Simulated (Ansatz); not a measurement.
TaS2:
```xyz
6
Lattice="3.2701 0.0000 0.0000 -1.6351 2.8320 0.0000 0.0000 0.0000 11.5524" Properties=species:S:1:pos:R:3 pbc="T T T"
Ta     0.0000     0.0000     2.8881
Ta     0.0000     0.0000     8.6643
S      0.0000     1.8880     1.3366
S      1.6351     0.9440    10.2158
S      1.6351     0.9440     7.1128
S      0.0000     1.8880     4.4396
```

Relaxed with LDA.

Question: Map the valence electron density (e/Å³), cut off at 1 on the plane through (0.000, 0.000, 0.250) spanned by u = [0, 0, 1] and v = [1, -1, 0] in lattice vectors, from the program Ansatz at the LDA level (PAW).

Answer: x is the fraction of u, y of v (the angle between them is 90°; rows are the nearest grid lines); atoms in the plane: Ta at (0.00, 0.00), Ta at (0.50, 0.00), S at (0.87, 0.33), S at (0.63, 0.67), S at (0.37, 0.67), S at (0.13, 0.33).
```
y \ x   0.000  0.100  0.175  0.275  0.375  0.450  0.550  0.625  0.725  0.825  0.900   1.00
------  -----  -----  -----  -----  -----  -----  -----  -----  -----  -----  -----  -----
1.00     1.00  0.297  0.067  0.026  0.159   1.00   1.00  0.159  0.026  0.067  0.297   1.00
0.929    1.00  0.269  0.078  0.036  0.208   1.00   1.00  0.208  0.036  0.078  0.269   1.00
0.857    1.00  0.205  0.087  0.084  0.482  0.742  0.742  0.482  0.084  0.087  0.205   1.00
0.786   0.257  0.144  0.074  0.204   1.00  0.502  0.502   1.00  0.204  0.074  0.144  0.257
0.679   0.144  0.088  0.047  0.415  0.101  0.603  0.603  0.101  0.415  0.047  0.088  0.144
0.607   0.155  0.116  0.065  0.346  0.811  0.555  0.555  0.811  0.346  0.065  0.116  0.155
0.536   0.192  0.296  0.196  0.184  0.920  0.385  0.385  0.920  0.184  0.196  0.296  0.192
0.464   0.227  0.824  0.646  0.091  0.305  0.222  0.222  0.305  0.091  0.646  0.824  0.227
0.393   0.239   1.00   1.00  0.068  0.101  0.139  0.139  0.101  0.068   1.00   1.00  0.239
0.321   0.239  0.906   1.00  0.068  0.073  0.121  0.121  0.073  0.068   1.00  0.906  0.239
0.214   0.313   1.00  0.785  0.057  0.125  0.191  0.191  0.125  0.057  0.785   1.00  0.313
0.143    1.00  0.509  0.271  0.044  0.164  0.584  0.584  0.164  0.044  0.271  0.509   1.00
0.0714   1.00  0.311  0.097  0.032  0.171   1.00   1.00  0.171  0.032  0.097  0.311   1.00
0.000    1.00  0.297  0.067  0.026  0.159   1.00   1.00  0.159  0.026  0.067  0.297   1.00
```

The density is the valence pseudo-density with augmentation charge, so density and ELF within about 1 Å of a nucleus are not all-electron values.

Space group P6_3/mmc. The first step of the workflow began from a Materials Project structure, measured or hypothetical; the Crystallography Open Database files this formula in space group No. 194, but the cells were not matched. It is not the phase usual at ambient conditions (space group No. 164). The cell was relaxed with LDA under the symmetry of its start; whether a distortion lowers the energy is not shown. The run is not spin-polarised. A crystal of weakly bound layers computed without a dispersion correction: the cell and the soft elastic constants depend strongly on that. Scalar-relativistic: spin–orbit coupling is off unless named, which matters more the heavier the elements.

Potentials: the later of the program's two PAW sets.
